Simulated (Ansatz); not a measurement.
**B₂C₃: rattling a relaxed structure**

It was reached by relaxing an invented guess, and it needn't be the stable form of this composition.

Theory: Ansatz 0.2.0, DFT PBE, scalar-relativistic, plane waves, PAW. Plane waves to 420 eV, a k mesh through Γ of 18×18×8 on the computed 5-atom cell and Gaussian smearing (0.01 eV); no spin polarisation.

The cell below (5 atoms, space group P-3m1 (No. 164)) is relaxed within its symmetry.

```
B C
1.0
     2.60289    0.00000    0.00000
    -1.30145    2.25417    0.00000
     0.00000    0.00000    5.23043
B C
2 3
Direct
  0.66667 0.33333 0.85252
  0.33333 0.66667 0.14748
  0.66667 0.33333 0.54889
  0.33333 0.66667 0.45111
  0.00000 0.00000 0.00000
```

For the test a repeat of it with 10 atoms (edges 2.60, 2.60, 10.46 Å) was strained at random (σ = 1.5 % a component), the atoms were moved at random (σ = 0.10 Å), and all was relaxed again on a coarse 12×12×2 mesh (in the run’s order of axes) with 0.20 eV smearing, with no symmetry imposed.

Problem. What happens?

Solution. It returns, within 1 meV/atom of the unmoved cell on that mesh and with the same symmetry when read at 0.1 Å. So it is stable against the distortions that fit this cell and that this random move excites. Modes that don't fit the cell aren't tested.
